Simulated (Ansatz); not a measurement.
The start is a generated cell, Si2W placed in the AFLOW prototype A2B_tP6_136_f_a (C4, as in TiO2). The cell and all atomic positions are relaxed at zero pressure with r2SCAN (plane waves to 500 eV, PAW, scalar-relativistic; Ansatz, a first-principles code). First-step values are on the input's coarse k-mesh.

Ansatz input (later rounds restart from its end on a renewed k-mesh):
Ansatz 0.2 input:
```yaml
crystal:
  lattice:
    - [5.0983314, 0, 0]
    - [0, 5.0983314, 0]
    - [0, 0, 3.2833512]
  atoms:
    - { symbol: W, position: [0, 0, 0] }
    - { symbol: W, position: [0.5, 0.5, 0.5] }
    - { symbol: Si, position: [0.30496, 0.30496, 0] }
    - { symbol: Si, position: [0.80496, 0.19504, 0.5] }
    - { symbol: Si, position: [0.19504, 0.80496, 0.5] }
    - { symbol: Si, position: [0.69504, 0.69504, 0] }
basis: { ecutwfc: 500, ecutrho_ratio: 4, xc_grid: 4, fft_grid_basis: typed }
kpoints: { mp_grid: { grid: [5, 5, 7] } }
hamiltonian:
  xc: r2scan
  dispersion: none
  pseudopotentials: { kind: paw }
scf: { occupations: { method: fermi_dirac, width: 0.05 } }
relax: { f_tol: 0.01, max_steps: 100, cell: { stress_tol: 0.02 } }
output: { forces: true, stress: true }
```

Question: How large is the pressure on the unrelaxed cell, and of which sign?

Answer: +79 GPa (positive: the cell is compressed).

Question: Which atoms feel the largest initial force, and how large is it?

Answer: About 3.2 eV/Å, on Si3, Si4, Si5, Si6 (atoms numbered as listed).

Question: How does the volume change?

Answer: +35.4 %, from 14.22 to 19.26 Å³/atom.

Question: What band gap does the relaxed structure have at this level?

Answer: No gap (metallic).

The space group stays P4₂/mnm (No. 136) (the run could not lower it), with 6 atoms in the primitive cell. Final values are on a 7×7×17 k-mesh of the relaxed cell. No spin polarisation in the result.

The run could not lower the symmetry of its start; a shaken copy of this end point relaxes with r2SCAN to C2/m (No. 12), 0.40 eV/atom lower.

The relaxed structure here is a generated cell of Si2W: the first start was made by placing the elements on the sites of a structure type, and the end was not matched to a known phase here, so it may be hypothetical. Known forms of Si2W include space group No. 139.
